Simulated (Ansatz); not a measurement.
**GaAs, first-principles data**

GaAs:
```
CELL_PARAMETERS angstrom
      2.64259     0.00000     0.00000
      0.00000     2.64259     0.00000
      0.00000     0.00000     5.35661
ATOMIC_POSITIONS crystal
  Ga 0.00000 0.00000 0.50000
  As 0.00000 0.00000 0.00000
```

Space group P4/mmm (No. 123); conventional cell a = b = 2.643 Å, c = 5.357 Å, α = β = γ = 90.00°.

Method: LDA in the plane-wave PAW code Ansatz. Geometry: relaxed at this level of theory. Other levels are named where they apply.

**Cell and energy**

- Volume per atom: 18.70 Å³
- Density: 6.42 g/cm³
- Formation energy from the elements (no fitted shifts): 0.057 eV/atom

**Electronic structure**

- Electronic character = metallic (no gap)
- Density of states at the Fermi level = 0.44 states/eV per atom (mean over ±0.08 eV)

**Mechanics**

- Bulk modulus (Birch–Murnaghan fit) = 77.9 GPa
- Pressure derivative B′ = 4.6
- Elastic constants (relaxed ions, GPa) = C11 = 188, C12 = 36.5, C13 = 21.7, C33 = 161, C44 = 19.6, C66 = 7.4
- Mechanical stability = stable (all eigenvalues of C positive)
- Hill bulk and shear moduli = 77.0 and 29.3 GPa
- Young's modulus = 78.1 GPa
- Poisson's ratio = 0.33
- Debye temperature from the elastic constants = 269 K

**Phonons**

- Highest zone-centre frequency = 161 cm^-1
- Zone-centre stability = no imaginary mode at Γ

The workflow started from a Materials Project entry (that database holds measured and hypothetical structures alike); the Crystallography Open Database copy checked does not list it. It is not the phase usual at ambient conditions (space group No. 216). The LDA relaxation kept the symmetry of its start. As this level gives no gap, shear constants depend on the k-mesh and smearing (Fermi–Dirac, 0.1 eV here). As this level gives no gap, phonon frequencies hold no LO–TO term and depend on the k-mesh and smearing (Fermi–Dirac, 0.1 eV here). On the denser mesh and wider smearing of the elastic run this cell carries a stress of 1.5 GPa. The references are the lowest solids computed at this level, not always the standard phases. Scalar-relativistic: spin–orbit coupling is off unless named, which matters more the heavier the elements.

Potentials: the earlier of the program's two PAW sets. The files were generated under PBE; for other functionals the program regenerates the frozen cores, and for LDA and PBEsol the local potential too.
